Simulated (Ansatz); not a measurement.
Input and output for As: DFT, r2SCAN, PAW with Ansatz's default frozen-core files, scalar-relativistic (Ansatz 0.2.0). This run: relaxed.

The cell is entry 9008574 of the Crystallography Open Database, unrelaxed.

Command: `ansatz run input.yaml --threads 1 --pin off --max-ram 3072MiB --backend cpu --events-out ev --progress --plain --runs-dir out` It took 6.4 min on 1 thread of Arm Neoverse V1, on a shared host, peak memory 0.74 GiB.

```yaml
crystal:
  lattice:
    - [1.8807968987, 1.0858785957, 3.5140619945]
    - [-1.8807968987, 1.0858785957, 3.5140619945]
    - [0.0, -2.1717571915, 3.5140619945]
  atoms:
    - { symbol: As, position: [0.774, 0.774, 0.774] }
    - { symbol: As, position: [0.226, 0.226, 0.226] }
kpoints:
  mp_grid: { grid: [11, 11, 11] }
scf:
  occupations: { method: fermi_dirac, width: 0.05 }
hamiltonian:
  xc: r2scan
  pseudopotentials: { kind: paw }
output:
  forces: true
  stress: true
  write_density: true
  write_potential: true
  elf: true
  volumetric_format: npy
relax:
  f_tol: 0.003
  max_steps: 80
  cell: {}
```

Output:

```
Engine: ansatz 0.2.0
Pseudopotentials: kind: paw
Pseudopotential: As, paw, valence charge 15, recommended cutoff 500 eV (meta_gga), As.paw.azcp
Functional definition: r2SCAN
  parameter k0 = 0.174
  parameter k1 = 0.065
  parameter a1 = 4.9479
  exchange = r2scan_x(k0 = k0, k1 = k1, a1 = a1)
  correlation = r2scan_c
Crystal: 2 atoms, lattice volume = 43.061 Å³
Basis set: ecut = 500 eV, 1111 PW (Γ), exchange–correlation on 128×128×128 points (64 copies of the dense FFT grid, shifted against one another)
Bands: 19, of which v1, the nominal top of the filled ones, is band 15 counted from 1 (14 counted from 0)
Symmetry: 12 space group operations
Space group: R-3m (ITA 166), of the structure as read, at distance tolerance 3.5e-5 Å
k-points: 146 of 1331
Non-local potential: As, projectors of the file, l = 0: 2, l = 1: 2, l = 2: 3, l = 3: 1
PAW form: soft (Blöchl's): semilocal exchange-correlation on the pseudo side does not see the compensation charge
PAW frozen core: As, regenerated for the run's functional (the file was generated under x = pbe(κ = 0.804, μ = 0.2195149727645171), c = pbe(β = 0.06672455060314922))
PAW one-centre angular grid: As, 590 points (default); XC on 160 Gauss nodes
Initial density: superposition of atomic densities (neutral atoms: chi_scale 0, normalization atom), corrected by the library's trained network
Initial wavefunctions: pseudopotential atomic-orbital guess
Functional: x = r2scan, c = r2scan; τ floored in thin density (d = 2e-4 eV/Å³)
SCF iter   1: F=—  HF=-9729.111641 eV  |F-HF|=—  |Δ(HF+E_count)|=         —  Δρ=3.70e-3  dr2=5.92e-3  dr2_τ=2.61e-3  ethr=1.77e-3  ⟨swp⟩=5.7  Hψ=13200  notcnv=0
preconditioner: auto → Kerker (q_TF=auto, 2.569 Å⁻¹)  [metal: Δε(μ)=0.055 eV  Ē_g=10.850 eV  σ=0.050 eV  W_gap=0.27  n_scr=14 (ndim 8)  ℏωp=17.9 eV  f_vac=0.007  D(μ)=0.12/eV (n_scr^D=0)]
SCF iter   2: F=—  HF=-9729.121940 eV  |F-HF|=—  |Δ(HF+E_count)|=   1.03e-2  Δρ=2.49e-3  dr2=2.86e-3  dr2_τ=1.89e-5  ethr=1.97e-5  ⟨swp⟩=2.0  Hψ=6716  notcnv=0
SCF iter   3: F=—  HF=-9729.122018 eV  |F-HF|=—  |Δ(HF+E_count)|=   7.77e-5  Δρ=1.42e-3  dr2=1.03e-3  dr2_τ=5.65e-6  ethr=9.52e-6  ⟨swp⟩=1.0  Hψ=2774  notcnv=0
SCF iter   4: F=—  HF=-9729.122055 eV  |F-HF|=—  |Δ(HF+E_count)|=   3.76e-5  Δρ=2.87e-4  dr2=3.93e-5  dr2_τ=3.98e-7  ethr=3.44e-6  ⟨swp⟩=3.0  Hψ=5387  notcnv=0
SCF iter   5: F=—  HF=-9729.122064 eV  |F-HF|=—  |Δ(HF+E_count)|=   8.59e-6  Δρ=6.32e-5  dr2=2.33e-6  dr2_τ=3.69e-8  ethr=1.31e-7  ⟨swp⟩=2.0  Hψ=3304  notcnv=0
SCF iter   6: F=-9729.122065 eV  HF=-9729.122065 eV  |F-HF|=1.07e-7  |Δ(HF+E_count)|=   1.56e-6  Δρ=2.15e-5  dr2=9.54e-8  dr2_τ=1.98e-9  ethr=3.33e-10  ⟨swp⟩=6.4  Hψ=16087  notcnv=0
SCF 1 converged in 6 iterations: F = -9729.122065 eV  dr2 = 9.54e-8
  greatest PAW one-centre occupation: 0.999 electrons in one spin orbital (limit 2), on the As atom at site 1 (counted from 0), in its partial waves of l = 2
relax step   1: F+E_penalty+E_count = -9729.12206545 eV  Δ(F+E_penalty+E_count) = +0.000e0 eV  max|allowed force component| = 1.551e-1 eV/Å  Δτ_max = 0.0000 Å  P = +1.895 GPa  Ω = 43.061 Å³  (6 SCF iters, dr2 threshold 1.00e-7 eV, accepted)
Crystal: 2 atoms, lattice volume = 44.910 Å³
Basis set: ecut = 500 eV, 1129 PW (Γ), exchange–correlation on 128×128×128 points (64 copies of the dense FFT grid, shifted against one another)
Initial density: handed on by an earlier stage of this run
Initial wavefunctions: those handed on with the density
iter 1 solved again at ethr=2.01e-6 eV; its pass at ethr=3.10e-3 eV (dr2=6.03e-4 eV) is discarded
SCF iter   1: F=—  HF=-9729.116461 eV  |F-HF|=—  |Δ(HF+E_count)|=         —  Δρ=1.49e-3  dr2=6.05e-4  dr2_τ=2.60e-3  ethr=2.01e-6  ⟨swp⟩=1.8  Hψ=15747  notcnv=0
preconditioner: auto → Kerker (q_TF=auto, 2.551 Å⁻¹)  [metal: Δε(μ)=0.035 eV  Ē_g=10.602 eV  σ=0.050 eV  W_gap=0.17  n_scr=14 (ndim 8)  ℏωp=17.5 eV  f_vac=0.014  D(μ)=0.15/eV (n_scr^D=0)]
SCF iter   2: F=—  HF=-9729.130356 eV  |F-HF|=—  |Δ(HF+E_count)|=   1.39e-2  Δρ=1.01e-3  dr2=3.77e-4  dr2_τ=6.05e-6  ethr=2.01e-6  ⟨swp⟩=3.0  Hψ=5654  notcnv=0
SCF iter   3: F=—  HF=-9729.130434 eV  |F-HF|=—  |Δ(HF+E_count)|=   7.80e-5  Δρ=3.83e-4  dr2=7.51e-5  dr2_τ=8.55e-7  ethr=1.26e-6  ⟨swp⟩=1.0  Hψ=2774  notcnv=0
SCF iter   4: F=—  HF=-9729.130479 eV  |F-HF|=—  |Δ(HF+E_count)|=   4.42e-5  Δρ=1.01e-4  dr2=4.55e-6  dr2_τ=7.23e-8  ethr=2.50e-7  ⟨swp⟩=2.0  Hψ=3506  notcnv=0
SCF iter   5: F=—  HF=-9729.130484 eV  |F-HF|=—  |Δ(HF+E_count)|=   4.93e-6  Δρ=5.13e-5  dr2=1.03e-6  dr2_τ=1.49e-8  ethr=1.52e-8  ⟨swp⟩=2.0  Hψ=4966  notcnv=0
SCF iter   6: F=-9729.130484 eV  HF=-9729.130484 eV  |F-HF|=9.35e-8  |Δ(HF+E_count)|=   5.69e-7  Δρ=2.12e-5  dr2=1.94e-7  dr2_τ=3.02e-9  ethr=6.67e-10  ⟨swp⟩=6.1  Hψ=17225  notcnv=0
SCF 2 converged in 6 iterations: F = -9729.130484 eV  dr2 = 1.94e-7
relax step   2: F+E_penalty+E_count = -9729.13048424 eV  Δ(F+E_penalty+E_count) = -8.419e-3 eV  max|allowed force component| = 2.394e-2 eV/Å  Δτ_max = 0.0108 Å  P = -0.448 GPa  Ω = 44.910 Å³  energy of the carried Pulay correction = -2.149e-4 eV  (6 SCF iters, dr2 threshold 2.00e-7 eV, accepted)
Crystal: 2 atoms, lattice volume = 44.842 Å³
iter 1 solved again at ethr=8.73e-7 eV; its pass at ethr=3.10e-3 eV (dr2=2.62e-4 eV) is discarded
SCF iter   1: F=—  HF=-9729.131971 eV  |F-HF|=—  |Δ(HF+E_count)|=         —  Δρ=6.81e-4  dr2=2.69e-4  dr2_τ=1.94e-4  ethr=8.73e-7  ⟨swp⟩=2.6  Hψ=16839  notcnv=0
preconditioner: auto → Kerker (q_TF=auto, 2.552 Å⁻¹)  [metal: Δε(μ)=0.128 eV  Ē_g=10.618 eV  σ=0.050 eV  W_gap=0.45  n_scr=14 (ndim 8)  ℏωp=17.5 eV  f_vac=0.011  D(μ)=0.15/eV (n_scr^D=0)]
SCF iter   2: F=—  HF=-9729.132456 eV  |F-HF|=—  |Δ(HF+E_count)|=   4.85e-4  Δρ=4.55e-4  dr2=1.44e-4  dr2_τ=9.43e-7  ethr=8.73e-7  ⟨swp⟩=2.0  Hψ=3505  notcnv=0
SCF iter   3: F=—  HF=-9729.132453 eV  |F-HF|=—  |Δ(HF+E_count)|=   3.17e-6  Δρ=1.15e-4  dr2=9.61e-6  dr2_τ=1.35e-7  ethr=4.81e-7  ⟨swp⟩=2.0  Hψ=3421  notcnv=0
SCF iter   4: F=—  HF=-9729.132457 eV  |F-HF|=—  |Δ(HF+E_count)|=   3.32e-6  Δρ=6.57e-5  dr2=1.58e-6  dr2_τ=2.27e-8  ethr=3.20e-8  ⟨swp⟩=2.4  Hψ=4030  notcnv=0
SCF iter   5: F=—  HF=-9729.132458 eV  |F-HF|=—  |Δ(HF+E_count)|=   1.30e-6  Δρ=2.57e-5  dr2=3.55e-7  dr2_τ=3.22e-9  ethr=5.27e-9  ⟨swp⟩=2.0  Hψ=4860  notcnv=0
[... lines left out ...]
SCF iter   3: F=—  HF=-9729.166880 eV  |F-HF|=—  |Δ(HF+E_count)|=   5.56e-6  Δρ=1.64e-5  dr2=2.20e-8  dr2_τ=2.40e-8  ethr=1.09e-9  ⟨swp⟩=2.0  Hψ=3507  notcnv=0
SCF iter   4: F=—  HF=-9729.166880 eV  |F-HF|=—  |Δ(HF+E_count)|=   4.97e-7  Δρ=1.90e-6  dr2=6.56e-10  dr2_τ=1.81e-10  ethr=7.33e-11  ⟨swp⟩=2.0  Hψ=4967  notcnv=0
SCF iter   5: F=—  HF=-9729.166880 eV  |F-HF|=—  |Δ(HF+E_count)|=   4.06e-9  Δρ=5.42e-7  dr2=8.06e-11  dr2_τ=9.50e-12  ethr=2.19e-12  ⟨swp⟩=2.0  Hψ=3507  notcnv=0
SCF iter   6: F=-9729.166880 eV  HF=-9729.166880 eV  |F-HF|=5.46e-12  |Δ(HF+E_count)|=  2.06e-10  Δρ=4.53e-8  dr2=7.73e-13  dr2_τ=7.69e-14  ethr=1.00e-12  ⟨swp⟩=6.0  Hψ=10982  notcnv=0
SCF 23 converged in 6 iterations: F = -9729.166880 eV  dr2 = 7.73e-13
relax step  23: F+E_penalty+E_count = -9729.16688036 eV  Δ(F+E_penalty+E_count) = -1.208e-3 eV  max|allowed force component| = 8.360e-4 eV/Å  Δτ_max = 0.0000 Å  P = +0.010 GPa  Ω = 56.559 Å³  stress off target by 3.24e-2 GPa  SCF on the basis re-selected at this cell (its energy is not comparable with the rows above)  (6 SCF iters)
basis re-selected at this cell: Δ(F+E_penalty+E_count) = -1.208e-3 eV, ΔP = +0.013 GPa vs the last step (what re-selecting the basis moved, of the pressure what is left beyond the Pulay correction that the steps carried, after the strain that the cell walked since its last selection, with what the two solves' SCF thresholds leave and, on support functions, any second-order correction that the steps lacked; it is no measure of the basis error at this ecutwfc). The dense FFT grid was sized anew with the basis: this SCF ran on 40×40×40 points, the steps before it on 36×36×36, so part of this shift can come from that change (see relax.cell in the input reference). This SCF's stress stands 3.24e-2 GPa from its target on what of the cell is left free (relax.cell.stress_tol is 5.00e-2 GPa) and its largest allowed force component is 8.36e-4 eV/Å (relax.f_tol is 3.00e-3 eV/Å): within both
SCF converged after 6 iterations
Free energy (F): -9729.166880 eV
Harris-Foulkes:  -9729.166880 eV  (|F-HF|=5.46e-12)
Internal energy: -9729.166862 eV  (E = F + TS)
E sigma→0 (E₀):  -9729.166871 eV
Entropy (-TS):   -0.000019 eV (-0.009 meV/atom)
Fermi energy:    6.977787 eV
--- Per-component energies (eV) ---
  E_band       = -594.707792
  E_kinetic    = 204.296617
  E_local      = -4368.559391  (includes V_loc(G=0)·N_el)
  E_nonlocal   = -1340.442766
  E_hartree    = 2313.444260
  E_xc         = -147.768265
  E_vxc        = -168.155929  (∫ρ·V_xc dr)
  E_paw        = -3694.160818  (= ΣΔE_a)
  E_vpaw       = 442.197992  (= ΣTr[D̂ρ^β])
  E_aug_tail   = -0.000012  (compensation charges beyond the density's cutoff)
  E_vtau       = 9.067199  (kinetic-family band-sum trace: ∫τ·v_τ [+ j·A + Jᵃ·Aᵃ] dr)
  E_ewald      = -2693.061671
  E_core_change = -2.914816  (= ΣΔE_core)
  E_smearing   = -0.000019  (= −TS)
  E_closure    = -0.000000  (closes the sum)
  Σ components = -9729.166880   (vs F -9729.166880, Δ=0.00e0)
--- Forces (eV/Å), atoms counted from 1 ---
  atom   1  As    -0.00000000    -0.00000000     0.00083600
  atom   2  As     0.00000000     0.00000000    -0.00083600
  max |Σ_I F_I| component: 1.16e-18 eV/Å
--- Stress (GPa, compression-positive) ---
       -0.001095      -0.000000      -0.000000
       -0.000000      -0.001095      -0.000000
       -0.000000      -0.000000       0.032377
  P = ⅓ Tr σ = 0.0101 GPa (0.101 kbar)
--- Band table (eV; the first three rows and the last of 146) ---
  k-point 0: bands = ["-30.0249", "-30.0249", "-29.9780", "-29.9780", "-29.9211", "-29.8922", "-29.8922", "-29.8528", "-29.8380", "-29.8380", "-8.3861", "-1.1095", "4.3662", "5.7438", "5.7438", "8.6549", "9.6647", "9.6647", "15.2318"]
  k-point 1: bands = ["-30.0246", "-30.0222", "-29.9772", "-29.9757", "-29.9210", "-29.8937", "-29.8918", "-29.8544", "-29.8405", "-29.8382", "-8.2677", "-1.1197", "4.4600", "4.8184", "5.4990", "9.0511", "9.8005", "9.9042", "14.6760"]
  k-point 2: bands = ["-30.0239", "-30.0146", "-29.9750", "-29.9695", "-29.9204", "-29.8979", "-29.8908", "-29.8603", "-29.8462", "-29.8388", "-7.9164", "-1.2346", "3.4018", "4.7422", "4.9716", "8.3211", "10.3236", "10.7244", "13.8565"]
  k-point 145: bands = ["-30.0245", "-30.0221", "-29.9772", "-29.9757", "-29.9211", "-29.8937", "-29.8918", "-29.8542", "-29.8407", "-29.8384", "-8.1831", "-1.7928", "4.6604", "5.5032", "6.6681", "8.6384", "9.6189", "9.7869", "13.5542"]
--- Relaxed structure (21 steps of the walk, 20 accepted, 2 SCFs on fresh bases) ---
  F+E_penalty+E_count = -9729.16688036 eV   max|allowed force component| = 8.360e-4 eV/Å   (the final SCF, on the basis selected at the relaxed cell)
  cell:  # Å, volume = 56.5590 Å³
    - [1.7945024343090534, 1.0360564634857239, 5.070171879870888]
    - [-1.7945024343090534, 1.0360564634857239, 5.070171879870888]
    - [5.515740333370807e-32, -2.072112927043589, 5.070171879856147]
  atoms:
    - { symbol: As, position: [0.7884621920962447, 0.7884621920962447, 0.7884621920962445] }
    - { symbol: As, position: [0.21153780790375523, 0.21153780790375523, 0.21153780790375518] }
```

Next run, as changes to the input before:

```diff
   lattice:
-    - [1.8807968987, 1.0858785957, 3.5140619945]
-    - [-1.8807968987, 1.0858785957, 3.5140619945]
-    - [0.0, -2.1717571915, 3.5140619945]
+    - [1.7945024343, 1.0360564635, 5.0701718799]
+    - [-1.7945024343, 1.0360564635, 5.0701718799]
+    - [0.0, -2.072112927, 5.0701718799]
   atoms:
-    - { symbol: As, position: [0.774, 0.774, 0.774] }
-    - { symbol: As, position: [0.226, 0.226, 0.226] }
+    - { symbol: As, position: [0.7884621921, 0.7884621921, 0.7884621921] }
+    - { symbol: As, position: [0.2115378079, 0.2115378079, 0.2115378079] }
 kpoints:
   stress: true
+  eigenvalues: true
   write_density: true
   volumetric_format: npy
-relax:
-  f_tol: 0.003
-  max_steps: 80
-  cell: {}
```

Command: `ansatz run input.yaml --threads 1 --pin off --max-ram 3072MiB --backend cpu --events-out ev --progress --plain --runs-dir out` It took 25 s on 1 thread of Arm Neoverse V1, on a shared host, peak memory 0.53 GiB.

Results part of the output:

```
SCF 1 converged in 6 iterations: F = -9729.166880 eV  dr2 = 1.04e-9
  greatest PAW one-centre occupation: 0.999 electrons in one spin orbital (limit 2), on the As atom at site 1 (counted from 0), in its partial waves of l = 2
SCF converged after 6 iterations
Free energy (F): -9729.166880 eV
Harris-Foulkes:  -9729.166880 eV  (|F-HF|=1.66e-9)
Internal energy: -9729.166861 eV  (E = F + TS)
E sigma→0 (E₀):  -9729.166871 eV
Entropy (-TS):   -0.000019 eV (-0.009 meV/atom)
Fermi energy:    6.977775 eV
--- Per-component energies (eV) ---
  E_band       = -594.708581
  E_kinetic    = 204.296676
  E_local      = -4368.559793  (includes V_loc(G=0)·N_el)
  E_nonlocal   = -1340.442831
  E_hartree    = 2313.444618
  E_xc         = -147.768298
  E_vxc        = -168.155982  (∫ρ·V_xc dr)
  E_paw        = -3694.160734  (= ΣΔE_a)
  E_vpaw       = 442.198490  (= ΣTr[D̂ρ^β])
  E_aug_tail   = -0.000012  (compensation charges beyond the density's cutoff)
  E_vtau       = 9.067206  (kinetic-family band-sum trace: ∫τ·v_τ [+ j·A + Jᵃ·Aᵃ] dr)
  E_ewald      = -2693.061671
  E_core_change = -2.914816  (= ΣΔE_core)
  E_smearing   = -0.000019  (= −TS)
  E_closure    = 0.000000  (closes the sum)
  Σ components = -9729.166880   (vs F -9729.166880, Δ=0.00e0)
--- Forces (eV/Å), atoms counted from 1 ---
  atom   1  As    -0.00000000     0.00000000     0.00083054
  atom   2  As    -0.00000000    -0.00000000    -0.00083054
  max |Σ_I F_I| component: 1.16e-18 eV/Å
--- Stress (GPa, compression-positive) ---
       -0.001026      -0.000000      -0.000000
       -0.000000      -0.001026       0.000000
       -0.000000       0.000000       0.032407
  P = ⅓ Tr σ = 0.0101 GPa (0.101 kbar)
--- Band table (eV; the first three rows and the last of 146) ---
  k-point 0: bands = ["-30.0249", "-30.0249", "-29.9780", "-29.9780", "-29.9211", "-29.8922", "-29.8922", "-29.8529", "-29.8381", "-29.8381", "-8.3861", "-1.1095", "4.3661", "5.7437", "5.7437", "8.6548", "9.6647", "9.6647", "15.2318"]
  k-point 1: bands = ["-30.0247", "-30.0222", "-29.9773", "-29.9758", "-29.9210", "-29.8937", "-29.8918", "-29.8545", "-29.8405", "-29.8383", "-8.2677", "-1.1197", "4.4600", "4.8184", "5.4990", "9.0511", "9.8004", "9.9042", "14.6760"]
  k-point 2: bands = ["-30.0240", "-30.0147", "-29.9750", "-29.9696", "-29.9205", "-29.8979", "-29.8908", "-29.8604", "-29.8463", "-29.8388", "-7.9164", "-1.2346", "3.4018", "4.7421", "4.9716", "8.3210", "10.3236", "10.7243", "13.8565"]
  k-point 145: bands = ["-30.0246", "-30.0221", "-29.9772", "-29.9757", "-29.9211", "-29.8937", "-29.8919", "-29.8542", "-29.8407", "-29.8384", "-8.1831", "-1.7928", "4.6604", "5.5032", "6.6681", "8.6384", "9.6189", "9.7869", "13.5541"]
```

The PAW files were made under PBE.
